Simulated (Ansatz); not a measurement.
## SiC: gradients before and after relaxing the atoms

Start: a measured structure from the Crystallography Open Database (COD), atoms as given.

Space group Cmc2_1 (No. 36); a = 3.0778, b = 5.3350, c = 15.1219 Å.

| site | Wyckoff | site symmetry | x | y | z |
| --- | --- | --- | --- | --- | --- |
| Si1 | 4a | m.. | 0.5000 | 0.3327 | 0.1420 |
| Si3 | 4a | m.. | 0.5000 | 0.9993 | 0.4759 |
| Si5 | 4a | m.. | 0.5000 | 0.6643 | 0.3088 |
| C7 | 4a | m.. | 0.5000 | 0.0040 | 0.3497 |
| C9 | 4a | m.. | 0.5000 | 0.3400 | 0.0183 |
| C11 | 4a | m.. | 0.5000 | 0.6710 | 0.1832 |

One atom of each set is listed; the run and its k-mesh use a cell of 12 atoms with edges of 3.08, 3.08, 15.12 Å.

Level of theory: DFT, PBE, plane waves and PAW, scalar-relativistic, 420 eV cutoff, Γ-centred 10×10×2 k-points, Fermi–Dirac smearing 0.02 eV (Ansatz 0.2.0).

The largest force at the start is 0.73 eV/Å. Relaxing the ions at fixed cell moves them by 0.038 Å at most (atom 10, C) and 0.022 Å rms.

```tsv
site	moved (Å)	first shell before	first shell after	V_zz before (10²¹ V/m²)	η before
Si1	0.005	4 C at 1.87–1.91 Å	4 C at 1.89 Å	0.78	0.48
Si3	0.007	4 C at 1.87–1.92 Å	4 C at 1.89 Å	0.73	0.87
Si5	0.012	4 C at 1.87–1.92 Å	4 C at 1.88–1.89 Å	0.99	0.92
C7	0.023	4 Si at 1.87–1.92 Å	4 Si at 1.88–1.89 Å	0.29	0.22
C9	0.038	4 Si at 1.87–1.92 Å	4 Si at 1.89 Å	0.11	0.28
C11	0.025	4 Si at 1.87–1.91 Å	4 Si at 1.89 Å	0.075	0.56
```

Question: How do the gradients change?

Answer: 

| site | V_zz after | η after | change of V_zz |
| --- | --- | --- | --- |
| Si1 | 0.22 | 0.01 | – |
| Si3 | -0.056 | 0.07 | – |
| Si5 | 0.26 | 0.01 | – |
| C7 | 0.21 | 0.06 | -0.08 |
| C9 | 0.065 | 0.20 | – |
| C11 | 0.031 | 0.41 | -0.04 |

The largest change of V_zz along a kept axis is on C7, from 0.29 to 0.21. The whole tensor moves most on Si5, by 0.98 along its most changed direction. Where |V_zz| stays above 0.1 and the axes keep their order, η moves most on C7, from 0.22 to 0.06. On Si5, Si1, Si3, C9 the largest principal value lies along another axis in the second run, so the two V_zz can't be compared directly.

Before: At this cell the principal stresses reach 6 GPa in size with PBE, which can matter for small gradients.
